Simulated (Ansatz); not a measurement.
InGaAs2:
```cif
data_As2GaIn
_chemical_formula_sum 'In1 Ga1 As2'
_space_group_name_H-M_alt 'P-4m2'
_space_group_IT_number 115
_space_group_name_Hall 'P -4 -2'
_cell_length_a 4.14315
_cell_length_b 4.14315
_cell_length_c 5.90468
_cell_angle_alpha 90.000
_cell_angle_beta 90.000
_cell_angle_gamma 90.000
loop_
_atom_site_label
_atom_site_type_symbol
_atom_site_symmetry_multiplicity
_atom_site_Wyckoff_symbol
_atom_site_fract_x
_atom_site_fract_y
_atom_site_fract_z
_atom_site_occupancy
In1 In 1 d 0.00000 0.00000 0.50000 1
Ga1 Ga 1 b 0.50000 0.50000 0.00000 1
As1 As 2 g 0.00000 0.50000 0.23026 1
```

Relaxed at zero pressure with PBEsol (plane waves, PAW; program Ansatz).

The volume is lowered by 3 % and shape and atoms relax at that volume. What pressure results, and how do the axes share the change?

2.0 GPa; a -1.0 %, b -1.0 %, c -1.0 %; the energy rises by 5 meV/atom.

Give the new structure.


Space group P-4m2 (No. 115); a = 4.100 Å, b = 4.100 Å, c = 5.847 Å, α = 90.00°, β = 90.00°, γ = 90.00°

| atom | site | symmetry | x | y | z |
|---|---|---|---|---|---|
| In | 1d | -4m2 | 0.0000 | 0.0000 | 0.5000 |
| Ga | 1b | -4m2 | 0.5000 | 0.5000 | 0.0000 |
| As | 2g | 2mm. | 0.0000 | 0.5000 | 0.2298 |

The phase is kept; no other phase was compared at this pressure.

The first step of the workflow began from a Materials Project structure, measured or hypothetical; the Crystallography Open Database copy checked does not list it. With In and Ga taken as one species the cell has the higher symmetry F-43m, so it may be an ordered model of a mixed-site phase. Its standing as an ambient phase is unchecked. The PBEsol relaxation kept the symmetry of its start; its stability against distortions is not shown here.

Potentials: the later of the program's two PAW sets.
